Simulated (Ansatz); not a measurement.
BN (wurtzite)

```xyz
8
Lattice="5.0867 0.0000 0.0000 -1.2717 2.2026 0.0000 0.0000 0.0000 4.2069" Properties=species:S:1:pos:R:3 pbc="T T T"
B      1.2717     0.7342     4.2064
B      3.8150     0.7342     4.2064
B      0.0000     1.4684     2.1030
B      2.5433     1.4684     2.1030
N      1.2717     0.7342     2.6305
N      3.8150     0.7342     2.6305
N      0.0000     1.4684     0.5271
N      2.5433     1.4684     0.5271
```

A phonon eigenvector at M = (0.5, 0.0, 0.0) is frozen into this cell: atom i moves by Q times the vector below, so Q is the largest atomic displacement, in Å. The cell is held. (q is in reciprocal vectors of the primitive cell; the cell shown is doubled to hold the pattern.)

```
atom       x       y       z
----  ------  ------  ------
B1    -0.327  -0.189  -0.649
B2     0.327   0.189   0.649
B3     0.327   0.189  -0.649
B4    -0.327  -0.189   0.649
N5    -0.712  -0.411   0.569
N6     0.712   0.411  -0.569
N7     0.712   0.411   0.569
N8    -0.712  -0.411  -0.569
```

Computed with r2SCAN (plane waves to 500 eV, PAW, scalar-relativistic; Ansatz, a program for electronic structure). k mesh 15×15×8 (Γ-centred), Fermi-Dirac smearing 0.05 eV. BN was relaxed with its symmetry unable to fall. The PAW data are Ansatz's earlier set. 

| Q (Å) | −dE/dQ from forces (eV/Å) |
|---|---|
| -0.100 | 23.694 |
| -0.083 | 19.577 |
| -0.067 | 15.552 |
| -0.050 | 11.598 |
| -0.033 | 7.700 |
| -0.017 | 3.841 |
| 0.000 | 0.000 |
| 0.017 | -3.841 |
| 0.033 | -7.700 |
| 0.050 | -11.598 |
| 0.067 | -15.552 |
| 0.083 | -19.577 |
| 0.100 | -23.694 |

### Question
What harmonic wavenumber does the curvature at Q = 0 give?

### Answer
882 cm⁻¹. E″ = 230.27 eV/Å², M = Σ mᵢ|uᵢ|² = 80.4 u, ν̃ = 521.5·√(|E″|/M).

(A displaced cell: forces are minus the slopes of the energy, force constants its curvatures, and phonons follow from these.)
